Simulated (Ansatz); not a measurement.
**Ti: frozen-core PAW against all-electron methods**

```
CELL_PARAMETERS angstrom
2.93573 0.00000 0.00000
-1.46787 2.54242 0.00000
0.00000 0.00000 4.64086
ATOMIC_POSITIONS crystal
Ti 0.33333 0.66667 0.25000
Ti 0.66667 0.33333 0.75000
```

Atoms are numbered in the order listed.

The cell is the one relaxed in the Materials Project (mp-46), not relaxed further here; entries there can be hypothetical.

Methods: DFT, LDA, PAW with Ansatz's default frozen-core files, scalar-relativistic (Ansatz 0.2.0); DFT, LDA, all-electron PAW with datasets made for the crystal, scalar-relativistic (Ansatz 0.2.0); DFT, LDA, all-electron LAPW, scalar-relativistic (Ansatz 0.2.0).

For PAW: a Γ-centred 13×13×7 k mesh, Fermi–Dirac smearing of 0.05 eV, cutoff 420 eV, no spin polarisation; the PAW files were made with PBE, and the program remakes their frozen cores for this functional. The crystal-made all-electron datasets (AE datasets) take a cutoff of 260 eV at this cell. LAPW targets a basis error of 0.25 meV/atom. The Ansatz runs share mesh, smearing and spin set-up. Plane-wave (PAW) pressures include the program's estimate of the Pulay term.

Stress and pressure are positive in compression.

In a metal, gradients converge slowly with the k mesh: the values move by tens of per cent from one mesh to another, at times in sign, so only the comparison on one mesh counts.

Levels count from the Fermi level.

| quantity | PAW | AE datasets | LAPW |
| --- | --- | --- | --- |
| pressure (GPa) | -8.09 | -8.08 | -8.08 |
| stress xx (GPa) | -8.11 | -8.10 | -8.10 |
| stress zz (GPa) | -8.04 | -8.03 | -8.04 |
| highest filled level at Γ (eV) | -2.685 | -2.686 | -2.686 |
| lowest empty level at Γ (eV) | 0.742 | 0.742 | 0.742 |
| highest filled level at A (eV) | -4.269 | -4.269 | -4.269 |
| lowest empty level at A (eV) | 0.091 | 0.091 | 0.091 |
| highest filled level at H (eV) | -0.191 | -0.191 | -0.191 |
| field gradient Vzz at Ti1 (10²¹ V/m²) | 2.02 | 2.00 | – |
